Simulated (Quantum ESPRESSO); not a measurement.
## AuHf3ScNbGa2 (input and log of a self-consistent run)

Simulated, not a measurement. The program is pw.x of Quantum ESPRESSO 7.5 (plane-wave density functional theory). The cell is made up: eight metal atoms on a face-centred cubic lattice, with elements, volume, strain and displacements drawn at random and not relaxed, so it may be unstable or far from any real phase. PseudoDojo standard norm-conserving files set the functional (PBE unless stated); there is no spin polarisation or spin-orbit coupling, the Fermi-Dirac width of 0.25 eV means electrons at about 2900 K, and the masses in the input are unused placeholders. Heavy elements are run without spin-orbit coupling, which real alloys of them have. A spin test at this wide smearing found no moment, but such smearing suppresses magnetism that the real alloy may have.

Input:

```
&control calculation='scf', pseudo_dir='./dojo.nc.sr.pbe.v0_5.standard.upf', outdir='./o', disk_io='minimal', tprnfor=.true., tstress=.true. /
&system ibrav=0, nat=8, ntyp=5, nbnd=67, ecutwfc=82.02448710, nosym=.true., tot_charge=0,
 occupations='smearing', smearing='fd', degauss=0.0183746611
/
&electrons conv_thr=1.470e-08, electron_maxstep=70, mixing_beta=0.5 /
ATOMIC_SPECIES
Au 1.0 Au.upf
Ga 1.0 Ga.upf
Hf 1.0 Hf.upf
Nb 1.0 Nb.upf
Sc 1.0 Sc.upf
CELL_PARAMETERS angstrom
2.2668 4.4945 2.1681
2.1361 -4.4356 2.1811
2.285 0.0424 -6.6073
ATOMIC_POSITIONS angstrom
Au 0.1404 -0.0035 -0.0364
Hf 2.1369 -2.245 0.1838
Hf 2.0845 0.0121 -2.1191
Sc 4.3891 -2.1114 -2.2505
Nb 2.1497 0.0191 2.1706
Ga 2.33 2.3438 0.0051
Hf 4.5969 0.1696 -0.0304
Ga 4.451 2.3029 -2.2144
K_POINTS automatic
5 5 4 1 1 1
```

The log is shortened where brackets say so; the opening notice, blank lines, dates and the lines on written files are dropped, and the path of the files is cut. It prints rydbergs, bohrs and kilobars, and counts compression as positive stress. Its total energy is the free energy E - TS of the whole cell.

```
     Program PWSCF v.7.5
     Parallel version (MPI & OpenMP), running on       4 processor cores
     Number of MPI processes:                 4
     Threads/MPI process:                     1
     [start-up lines left out]
     bravais-lattice index     =            0
     lattice parameter (alat)  =      10.3573  a.u.
     unit-cell volume          =    1175.7591 (a.u.)^3
     number of atoms/cell      =            8
     number of atomic types    =            5
     number of electrons       =       105.00
     number of Kohn-Sham states=           67
     kinetic-energy cutoff     =      82.0245  Ry
     charge density cutoff     =     328.0979  Ry
     scf convergence threshold =      1.5E-08
     mixing beta               =       0.5000
     number of iterations used =            8  plain     mixing
     Exchange-correlation= PBE
                           (   1   4   3   4   0   0   0)
     [axes and pseudopotential details left out]
   Cartesian axes
     site n.     atom                  positions (alat units)
         1        Au     tau(   1) = (   0.0256165  -0.0006386  -0.0066413  )
         2        Hf     tau(   2) = (   0.3898857  -0.4096090   0.0335350  )
         3        Hf     tau(   3) = (   0.3803251   0.0022077  -0.3866381  )
         4        Sc     tau(   4) = (   0.8008084  -0.3852332  -0.4106125  )
         5        Nb     tau(   5) = (   0.3922211   0.0034849   0.3960344  )
         6        Ga     tau(   6) = (   0.4251176   0.4276354   0.0009305  )
         7        Hf     tau(   7) = (   0.8387223   0.0309442  -0.0055466  )
         8        Ga     tau(   8) = (   0.8121023   0.4201731  -0.4040259  )
     number of k points=    50  Fermi-Dirac smearing, width (Ry)=  0.0184
                       cart. coord. in units 2pi/alat
        k(    1) = (   0.2619724  -0.0038533  -0.0131160), wk =   0.0400000
        k(    2) = (   0.4146971  -0.0063136  -0.1676931), wk =   0.0400000
     [further k points left out]
     Dense  grid:   118051 G-vectors     FFT dimensions: (  60,  60,  80)
     Estimated max dynamical RAM per process >     416.61 MB
     Estimated total dynamical RAM >       1.54 GB
     Initial potential from superposition of free atoms
     starting charge     104.9840, renormalised to     105.0000
     Starting wfcs are   78 randomized atomic wfcs
     total cpu time spent up to now is        6.4 secs
     per-process dynamical memory:   316.7 Mb
     Self-consistent Calculation
     iteration #  1     ecut=    82.02 Ry     beta= 0.50
     Davidson diagonalization with overlap
     ethr =  1.00E-02,  avg # of iterations =  2.0
     total cpu time spent up to now is       20.0 secs
     total energy              =   -1161.13533435 Ry
     estimated scf accuracy    <       1.92180628 Ry
     iteration #  2     ecut=    82.02 Ry     beta= 0.50
     Davidson diagonalization with overlap
     ethr =  1.83E-03,  avg # of iterations =  4.7
     total cpu time spent up to now is       37.1 secs
     total energy              =   -1160.62088087 Ry
     estimated scf accuracy    <      19.31637797 Ry
     iteration #  3     ecut=    82.02 Ry     beta= 0.50
     Davidson diagonalization with overlap
     ethr =  1.83E-03,  avg # of iterations =  2.7
     total cpu time spent up to now is       51.0 secs
     total energy              =   -1162.10291497 Ry
     estimated scf accuracy    <       1.21344674 Ry
     iteration #  4     ecut=    82.02 Ry     beta= 0.50
     Davidson diagonalization with overlap
     ethr =  1.16E-03,  avg # of iterations =  2.0
     total cpu time spent up to now is       63.4 secs
     total energy              =   -1162.20519155 Ry
     estimated scf accuracy    <       0.09278666 Ry
     iteration #  5     ecut=    82.02 Ry     beta= 0.50
     Davidson diagonalization with overlap
     ethr =  8.84E-05,  avg # of iterations =  5.8
     total cpu time spent up to now is       80.7 secs
     total energy              =   -1162.21640161 Ry
     estimated scf accuracy    <       0.04310903 Ry
     [iterations 6 to 10 left out]
     iteration # 11     ecut=    82.02 Ry     beta= 0.50
     Davidson diagonalization with overlap
     ethr =  5.94E-08,  avg # of iterations =  2.7
     total cpu time spent up to now is      167.2 secs
     total energy              =   -1162.22603620 Ry
     estimated scf accuracy    <       0.00000570 Ry
     iteration # 12     ecut=    82.02 Ry     beta= 0.50
     Davidson diagonalization with overlap
     ethr =  5.43E-09,  avg # of iterations =  5.4
     total cpu time spent up to now is      181.5 secs
     total energy              =   -1162.22603723 Ry
     estimated scf accuracy    <       0.00000061 Ry
     iteration # 13     ecut=    82.02 Ry     beta= 0.50
     Davidson diagonalization with overlap
     ethr =  5.77E-10,  avg # of iterations =  3.5
     total cpu time spent up to now is      195.0 secs
     total energy              =   -1162.22603732 Ry
     estimated scf accuracy    <       0.00000006 Ry
     iteration # 14     ecut=    82.02 Ry     beta= 0.50
     Davidson diagonalization with overlap
     ethr =  5.70E-11,  avg # of iterations =  4.9
     total cpu time spent up to now is      210.0 secs
     total energy              =   -1162.22603733 Ry
     estimated scf accuracy    <       0.00000003 Ry
     iteration # 15     ecut=    82.02 Ry     beta= 0.50
     Davidson diagonalization with overlap
     ethr =  2.65E-11,  avg # of iterations =  2.0
     total cpu time spent up to now is      222.1 secs
     End of self-consistent calculation
     [lines on levels left out]
!    total energy              =   -1162.22603733 Ry
     estimated scf accuracy    <          9.9E-09 Ry
     smearing contrib. (-TS)   =      -0.13420466 Ry
     internal energy E=F+TS    =   -1162.09183267 Ry
     The total energy is F=E-TS. E is the sum of the following terms:
     one-electron contribution =    -380.65980314 Ry
     hartree contribution      =     241.39334728 Ry
     xc contribution           =    -263.20699538 Ry
     ewald contribution        =    -759.61838143 Ry
     convergence has been achieved in  15 iterations
     Forces acting on atoms (cartesian axes, Ry/au):
     atom    1 type  1   force =    -0.02002516   -0.00429257    0.01674912
     atom    2 type  3   force =    -0.02255158    0.01548145    0.00743269
     atom    3 type  3   force =     0.04596235   -0.00326415    0.00249034
     atom    4 type  5   force =     0.03548924    0.00164961   -0.01817220
     atom    5 type  4   force =     0.00843493    0.00831715   -0.00081213
     atom    6 type  2   force =    -0.01117988   -0.00378156    0.00318712
     atom    7 type  3   force =    -0.03886306   -0.01287446   -0.00677026
     atom    8 type  2   force =     0.00273316   -0.00123546   -0.00410468
     Total force =     0.085226     Total SCF correction =     0.000262
     Computing stress (Cartesian axis) and pressure
          total   stress  (Ry/bohr**3)                   (kbar)     P=      -79.11
  -0.00060766  -0.00008411   0.00005148          -89.39      -12.37        7.57
  -0.00008411  -0.00039473  -0.00003465          -12.37      -58.07       -5.10
   0.00005148  -0.00003465  -0.00061094            7.57       -5.10      -89.87
     init_run     :      6.00s CPU      6.27s WALL (       1 calls)
     electrons    :    214.22s CPU    215.76s WALL (       1 calls)
     forces       :      2.41s CPU      2.44s WALL (       1 calls)
     stress       :      8.31s CPU      8.53s WALL (       1 calls)
     [timing details left out]
     PWSCF        :   3m51.11s CPU   3m53.19s WALL
     JOB DONE.
```

In other units: free energy -15812.891 eV for the cell, pressure -7.91 GPa, largest force component 1.182 eV/Å in size. The run took 235 s of wall time with four MPI processes on a shared machine (Intel Xeon, 2023 or later, virtual cores), so the time is rough. A rerun of this cell at a higher cutoff and on a denser mesh moved values by no more than 0.003 eV in energy, 0.02 GPa in stress and 0.003 eV/Å in force, and a second program with other atomic files agreed on that cell to 2 % rms in force and 0.5 GPa in pressure.